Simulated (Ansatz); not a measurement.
Relaxed-ion elastic tensor of Mg (hcp (Mg type), P6_3/mmc) in GPa (Voigt order), LDA (plane waves, PAW; program Ansatz); density 1.87 g/cm³, 21.60 Å³ per atom.

|  | 1 | 2 | 3 | 4 | 5 | 6 |
|---|---|---|---|---|---|---|
| 1 | 66.8 | 27.9 | 23.5 | 0.0 | 0.0 | 0.0 |
| 2 | 27.9 | 66.8 | 23.5 | 0.0 | 0.0 | 0.0 |
| 3 | 23.5 | 23.5 | 75.7 | 0.0 | 0.0 | 0.0 |
| 4 | 0.0 | 0.0 | 0.0 | 20.2 | 0.0 | 0.0 |
| 5 | 0.0 | 0.0 | 0.0 | 0.0 | 20.2 | 0.0 |
| 6 | 0.0 | 0.0 | 0.0 | 0.0 | 0.0 | 19.5 |

Task: Is the crystal mechanically stable?

Result: Yes: the smallest eigenvalue of C is 19.5 GPa.

Task: Work out the Voigt, Reuss and Hill averages.

Result: K_V = 39.9, K_R = 39.9, K_H = 39.9; G_V = 21.0, G_R = 20.7, G_H = 20.9 GPa.

Task: Give Young's modulus, Poisson's ratio, Pugh's ratio and the universal anisotropy index.

Result: E = 9KG/(3K + G) = 53.3 GPa; ν = 0.28; K/G = 1.91 (ductile by the Pugh limit of 1.75); A_U = 5G_V/G_R + K_V/K_R − 6 = 0.05.

Task: Estimate the sound speeds and the Debye temperature.

Result: v_l = √((K + 4G/3)/ρ) = 6020 m/s, v_t = √(G/ρ) = 3340 m/s, mean 3720 m/s; Θ = (h/k)(3n/4πV)^(1/3) v_m = 398 K.

Task: Solve the Christoffel equation for the three sound speeds along x, y, z.

Result: Eigenvalues of C_ijkl n_j n_l equal ρv². In km/s, slowest first: x 3.23, 3.29, 5.98; y 3.23, 3.29, 5.98; z 3.29, 3.29, 6.37.

Task: How much does each axis shrink under pressure?

Result: Linear compressibilities β_i = Σ_j S_ij (j = 1 to 3): x 8.6, y 8.6, z 7.9 per TPa.

The LDA relaxation kept the symmetry of its start. As this level gives no gap, shear constants depend on the k-mesh and smearing (Fermi–Dirac, 0.1 eV here). On the denser mesh and wider smearing of the elastic run this cell carries a stress of 0.5 GPa.

Potentials: the earlier of the program's two PAW sets. The files were generated under PBE; for other functionals the program regenerates the frozen cores, and for LDA and PBEsol the local potential too.
